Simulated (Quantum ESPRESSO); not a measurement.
Kohn-Sham bands of PbS (Cmcm)

```
CELL_PARAMETERS angstrom
      4.15991     0.00000     0.00000
      0.00000     0.00000    -4.27932
     -2.07995     5.99130     0.00000
ATOMIC_POSITIONS crystal
  Pb 0.13056 0.25000 0.26112
  Pb 0.86944 0.75000 0.73888
  S  0.35480 0.25000 0.70960
  S  0.64520 0.75000 0.29040
```

Structure: Materials Project mp-1018115, symmetrised, not relaxed again. Not found in the COD (Crystallography Open Database) copy used, which has the formula in other groups; not checked further. Method: PBEsol plane waves in Quantum ESPRESSO 7.5 (PseudoDojo norm-conserving files, 50 Ry, no spin polarisation, no spin-orbit coupling), Bloch states on a 8×8×8 mesh through Γ, Wannier90 4.0.1. Density: 8×8×8 mesh, cold smearing 0.01 Ry. Spin-orbit coupling is left out although heavy elements are present.

Energies are relative to the valence-band maximum; weights are on the orthonormalised atomic waves of the pseudopotential files, averaged over the group. 40 electrons a cell are treated as valence.

```csv
bands,from (eV),to (eV),filling,weight on atomic waves
1–10,-16.39,-16.16,filled,___
11–12,-13.03,-11.20,filled,___
13–14,-8.47,-5.68,filled,___
15–20,-4.45,0.00,filled,___
```

Problem. Which atomic shells make up each group?

Solution. 
- 1–10, weight on atomic waves: Pb 5d 99 %
- 11–12, weight on atomic waves: S 3s 76 %, Pb 6p 14 %, Pb 6s 7 %
- 13–14, weight on atomic waves: Pb 6s 71 %, S 3p 17 %, S 3s 9 %
- 15–20, weight on atomic waves: S 3p 71 %, Pb 6p 22 %, Pb 6s 5 %

The Kohn-Sham gap over both meshes and the path is 1.02 eV.
